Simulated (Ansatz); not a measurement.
An elastic tensor (GPa, Voigt order, standard axes) from PBE in the plane-wave PAW code Ansatz:

```
11.6   7.2   7.2   0.0   0.0   0.0
 7.2  11.6   7.2   0.0   0.0   0.0
 7.2   7.2  11.6   0.0   0.0   0.0
 0.0   0.0   0.0  10.2   0.0   0.0
 0.0   0.0   0.0   0.0  10.2   0.0
 0.0   0.0   0.0   0.0   0.0  10.2
```

Question: Which of these materials gives this?
A. Rb, bcc (W type)
B. Cs, bcc (W type)
C. Ba, bcc (W type)
D. K, bcc (W type)

Answer: C, Ba, bcc (W type)

Space group Im-3m (bcc (W type)). Symmetry was held in the PBE relaxation. As this level gives no gap, shear constants depend on the k-mesh and smearing (Fermi–Dirac, 0.1 eV here). Scalar-relativistic: spin–orbit coupling is off unless named, which matters more the heavier the elements.

Potentials: the later of the program's two PAW sets.
